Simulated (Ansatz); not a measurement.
BeSe:
```
CELL_PARAMETERS angstrom
      0.00000     2.58884     2.58884
      2.58884     0.00000     2.58884
      2.58884     2.58884     0.00000
ATOMIC_POSITIONS crystal
  Be 0.00000 0.00000 0.00000
  Se 0.75000 0.75000 0.75000
```

Relaxed with PBE. Special points in fractions of this cell's reciprocal vectors: Γ (0.000, 0.000, 0.000); X (0.500, 0.000, 0.500); U (0.625, 0.250, 0.625); K (0.375, 0.375, 0.750); L (0.500, 0.500, 0.500); W (0.500, 0.250, 0.750).

List the band energies nearest the valence-band maximum at these points for DFT-PBE with spin–orbit coupling in the program Ansatz with PAW potentials.

In eV from the valence-band maximum; about four levels below and three above (degenerate sets whole), none deeper than 8.9 eV; points with the same levels are listed once.

| k | below | above |
|---|---|---|
| Γ | 0.00 0.00 0.00 0.00 | 4.08 4.08 4.87 4.87 |
| X | -2.82 -2.82 -2.63 -2.63 | 2.53 2.53 4.08 4.08 |
| U | -4.11 -3.99 -2.30 -2.29 | 3.63 3.64 6.63 |
| L | -1.31 -1.31 -1.07 -1.07 | 4.13 4.13 5.82 5.82 |
| W | -3.95 -3.76 -3.33 -3.32 | 5.98 5.99 6.93 6.93 |

Space group F-43m (zinc blende). The cell was relaxed with PBE under the symmetry of its start.

Potentials: the earlier of the program's two PAW sets.
